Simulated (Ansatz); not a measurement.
Cd$_{3}$SeS$_{2}$: phonons across the zone

Method: DFT PBE, scalar-relativistic, plane waves, PAW (Ansatz 0.2.0). Plane waves to 420 eV; Γ-centred k mesh 6×6×4; fixed occupations. No spin polarisation. Phonons by linear response, acoustic sum rule imposed.

Equilibrium structure at this level:
```
CELL_PARAMETERS angstrom
4.25227 0.00000 0.00000
-2.12613 3.68257 0.00000
0.00000 0.00000 10.42873
ATOMIC_POSITIONS crystal
Cd 0.00000 0.00000 0.99097
Cd 0.33333 0.66667 0.66662
Cd 0.66667 0.33333 0.34291
Se 0.00000 0.00000 0.24783
S 0.33333 0.66667 0.91303
S 0.66667 0.33333 0.58865
```

It was reached by relaxing an invented guess, and it needn't be the stable form of this composition. The q mesh is coarse, so values between its points are rough. Modes under 40 cm⁻¹ are poorly fixed.

Force constants from linear response on a 2×2×1 q mesh.

Task: Is the structure dynamically stable on this mesh?

Result: Yes, on this mesh: no mode is imaginary.

Task: Give the frequencies (cm⁻¹; i marks imaginary ones) at the irreducible q points, in fractions of the reciprocal vectors, the Γ row without the LO field.

Result:
| q | star | frequencies |
| --- | --- | --- |
| 0.000 0.000 0.000 | 1 | 0 0 0 34 34 40 40 108 112 167 167 173 212 212 222 222 239 276 |
| 0.000 -0.500 0.000 | 3 | 38 48 49 53 55 60 118 121 138 173 176 183 230 242 244 251 261 269 |
